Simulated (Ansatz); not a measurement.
Data:

Ti₄SnS₈:
Space group P-3m1 (No. 164); a = b = 6.8463 Å, c = 7.0343 Å, α = β = 90.00°, γ = 120.00°

```csv
atom,site,symmetry,x,y,z
Ti,1a,-3m.,0.0000,0.0000,0.0000
S,6i,.m.,0.3334,0.1667,0.2055
S,2d,3m.,0.3333,0.6667,0.1987
Ti,3e,.2/m.,0.0000,0.5000,0.0000
Sn,1b,-3m.,0.0000,0.0000,0.5000
```

This is the r²SCAN-relaxed structure.

Question: All from DFT-r²SCAN in the program Ansatz with PAW potentials, unless another level is named. Give the electronic character.

Answer: metallic (no gap).

Question: Give the density of states at the Fermi level.

Answer: 0.50 states/eV per atom (mean over ±0.08 eV).

Question: And the formation energy from the elements (no fitted shifts)?

Answer: -1.38 eV/atom.

Question: Next, the gap with spin–orbit coupling?

Answer: none (metallic).

The start of the workflow was typed in or built on a structure type; neither database checked (COD, Materials Project) lists it. Whether it is the stable phase at ambient conditions was not checked. The cell was relaxed with r²SCAN under the symmetry of its start; whether a distortion lowers the energy is not shown. The workflow began spin-polarised and lost its moments. The references are the lowest solids computed at this level, not always the standard phases. Scalar-relativistic: spin–orbit coupling is off unless named, which matters more the heavier the elements.

Potentials: the earlier of the program's two PAW sets.
